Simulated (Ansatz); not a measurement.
Nb2CS:
```
Nb2CS
1.0
    3.32447     0.00000     0.00000
   -1.66223     2.87908     0.00000
    0.00000     0.00000    11.54003
Nb C S
4 2 2
Direct
  0.66667   0.33333   0.90577
  0.33333   0.66667   0.09423
  0.33333   0.66667   0.40577
  0.66667   0.33333   0.59423
  0.00000   0.00000   0.00000
  0.00000   0.00000   0.50000
  0.33333   0.66667   0.75000
  0.66667   0.33333   0.25000
```

Relaxed with r²SCAN.

Q: Map the valence electron density (e/Å³), cut off at 2 on the plane through (0.667, 0.333, 0.906) spanned by u = [0, 0, 1] and v = [1, -1, 0] in lattice vectors, from plane-wave PAW r²SCAN (Ansatz code).

A: x is the fraction of u, y of v (the angle between them is 90°; rows are the nearest grid lines); atoms in the plane: Nb at (0.00, 0.00), Nb at (0.19, 0.67), Nb at (0.50, 0.67), Nb at (0.69, 0.00), C at (0.09, 0.33), C at (0.59, 0.33), S at (0.84, 0.67), S at (0.34, 0.00).
```
|@@@+..   .:=+. -+-.   .:@@@@@@:    .+@@@|
|@@@+..   .:=+-.=+-.   .:@@@@@@:    .+@@@|
|@@#:.... ..-=+++=:......=@@@@=......:*@@|
|%*-........:-===:.......:=##=:..::...-*%|
|::....:=-:..:::::.:--:...::::..:---:..::|
|.....:*@@*:.......=%%=:.......:-++=-:...|
|   .:#@@@@%:    .=@@@@=..   .:=+=-++:.  |
|   .:@@@@@@:    .+@@@@+..   .:=+: =+-.  |
|   .:@@@@@@:    .+@@@@+..   .:=+. -+-.  |
|   .:%@@@@@:    .=@@@@=..   .:=+-:++-.  |
| ....-#@@%-.     .+@@+:...   .:=++=-..  |
| ..:::-++-.      .:==-::...  ..:---:.   |
|..:---:::..       ..::--:..   ...:...  .|
|.:-=+=::.          .:-=+=:..    ..     .|
|.-+%%#=:.           -+%%#=:.           .|
|.-*%%#+:.           -*%%#+:.           .|
|.-*%%#=:.           -*%%#=:.           .|
|.:+#%#=:.           :+#%#=:.           .|
|.:-==-:..   ....    .:==-::..         ..|
|--::::..   ..:::..  .:::::--:.       .:-|
|%*-::...  .:-==-:.. ...::=##=:.     .-*%|
|@@*:...   .:=+++-:.  ...=@@@@=.    .:#@@|
|@@@+..   .:=+-.=+-.   .:@@@@@@:    .+@@@|
|@@@+..   .:=+. -+-.   .:@@@@@@:    .+@@@|
```
Scale: ten equal steps from 0.000 (start of ' ') to 2.00 (end of '@'), in the order ' .:-=+*#%@'; x runs from 0.000 to 1.00, y from 0.000 (bottom) to 1.00 (top).

The density is the valence pseudo-density with augmentation charge, so density and ELF within about 1 Å of a nucleus are not all-electron values.

Space group P6_3/mmc. The first step of the workflow began from a Materials Project structure, measured or hypothetical; the Crystallography Open Database copy checked does not list it. Whether it is the stable phase at ambient conditions was not checked. The r²SCAN relaxation kept the symmetry of its start; its stability against distortions is not shown here. No spin polarisation was allowed.

Potentials: the later of the program's two PAW sets.
